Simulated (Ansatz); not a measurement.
A: VN (rock salt), a = b = c = 4.1168 Å, α = β = γ = 90.00°
B: PbSe (rock salt), a = 6.2178 Å, b = 6.2178 Å, c = 6.2178 Å, α = 90.00°, β = 90.00°, γ = 90.00°
C: CuI (zinc blende), a = b = c = 6.079 Å, α = β = γ = 90.00°
D: NbN (rock salt), a = 4.4213 Å, b = 4.4213 Å, c = 4.4213 Å, α = 90.00°, β = 90.00°, γ = 90.00°

Scan: energy over volume and axial ratio (atoms clamped). All come from one method, each on a k mesh of its own. All were relaxed with their symmetry unable to fall. CuI is run without spin polarisation. NbN is run without spin polarisation. Spin-orbit coupling is left out. This is a high-temperature form of NbN. VN is run without spin polarisation.

Task: Put the candidates in order of shear modulus C′ = (C11 − C12)/2 (fitted), highest first, for PBE (plane waves to 420 eV, PAW, scalar-relativistic; Ansatz, a quantum-chemistry and plane-wave program).

Result: D (259 GPa), A (219 GPa), B (51 GPa), C (9 GPa)

(A scan under strain: stresses follow from slopes of the energy per volume, elastic moduli from its curvatures.)
